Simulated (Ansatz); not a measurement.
# Where the states of Ba2C lie

```yaml
crystal:
  lattice:
    - [0.00000, 3.51952, 3.51952]
    - [3.51952, 0.00000, 3.51952]
    - [3.51952, 3.51952, 0.00000]
  atoms:
    - { symbol: C, position: [0.00000, 0.00000, 0.00000] }
    - { symbol: Ba, position: [0.25000, 0.25000, 0.25000] }
    - { symbol: Ba, position: [0.75000, 0.75000, 0.75000] }
```

The structure comes from a relaxation in the same program, started in the fluorite type, and has space group Fm-3m. Whether it is a known phase or the ground state wasn't checked.

Spin–orbit coupling is left out, though it moves levels of the heavy atoms by tenths of an eV or more.

These are results of Ansatz 0.2.0, DFT, PBE, all-electron LAPW, scalar-relativistic, not measurements.

Settings: a Γ-centred 10×10×10 k mesh, Fermi–Dirac smearing of 0.05 eV, basis error target 1 meV/atom, no spin polarisation.

States per eV and cell, averaged over 0.4 eV, from -8.2 to 2.4 eV, with energies (bin centres) from the Fermi level; empty bins are left out. 

| E (eV) | total |
| --- | --- |
| -8.1 | 0.15 |
| -7.7 | 4.85 |
| -2.1 | 0.52 |
| -1.7 | 1.72 |
| -1.3 | 2.53 |
| -0.9 | 4.04 |
| -0.5 | 5.59 |
| -0.1 | 0.64 |
| 0.3 | 2.36 |
| 0.7 | 2.35 |
| 1.1 | 1.65 |
| 1.5 | 1.72 |
| 1.9 | 2.65 |
| 2.3 | 3.36 |
